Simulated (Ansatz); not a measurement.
ZrS₂ (CdI2 type)

Space group P-3m1 (No. 164); a = b = 3.6348 Å, c = 5.7197 Å, α = β = 90.00°, γ = 120.00°

| atom | site | symmetry | x | y | z |
|---|---|---|---|---|---|
| Zr | 1a | -3m. | 0.0000 | 0.0000 | 0.0000 |
| S | 2d | 3m. | 0.3333 | 0.6667 | 0.2553 |

Grid over V/V₀ and (c/a)/(c/a)₀, subscript 0 meaning the relaxed cell; the conventional c axis lies along z; no internal relaxation.

Level of theory: PBE-D3(BJ) (plane waves to 420 eV, PAW, scalar-relativistic; Ansatz, a quantum-chemistry and plane-wave program). k mesh 10×10×6 (Γ-centred), Fermi-Dirac smearing 0.05 eV. Compression counts positive. As the atoms are clamped, bonds stretch with the cell, which overstates energies and stresses. ZrS2 is run without spin polarisation. ZrS2 was relaxed with its symmetry unable to fall. 

| σzz − σxx (GPa) | V/V₀ = 0.960 | V/V₀ = 0.980 | V/V₀ = 1.000 | V/V₀ = 1.020 | V/V₀ = 1.040 |
|---|---|---|---|---|---|
| (c/a)/(c/a)₀ = 0.920 | … | 5.91 | 6.10 | 6.27 | … |
| (c/a)/(c/a)₀ = 0.960 | 2.66 | 2.91 | 3.13 | 3.33 | 3.50 |
| (c/a)/(c/a)₀ = 1.000 | … | -0.26 | 0.00 | 0.23 | 0.45 |
| (c/a)/(c/a)₀ = 1.040 | -3.91 | -3.59 | -3.29 | -3.01 | -2.76 |
| (c/a)/(c/a)₀ = 1.080 | … | -7.06 | -6.73 | … | -6.12 |

Task: Fill in the missing entries.

Result: 
- (c/a)/(c/a)₀ = 0.920, V/V₀ = 0.960: 5.70
- (c/a)/(c/a)₀ = 0.920, V/V₀ = 1.040: 6.41
- (c/a)/(c/a)₀ = 1.000, V/V₀ = 0.960: -0.55
- (c/a)/(c/a)₀ = 1.080, V/V₀ = 0.960: -7.42
- (c/a)/(c/a)₀ = 1.080, V/V₀ = 1.020: -6.41

(A scan under strain: stresses follow from slopes of the energy per volume, elastic moduli from its curvatures.)
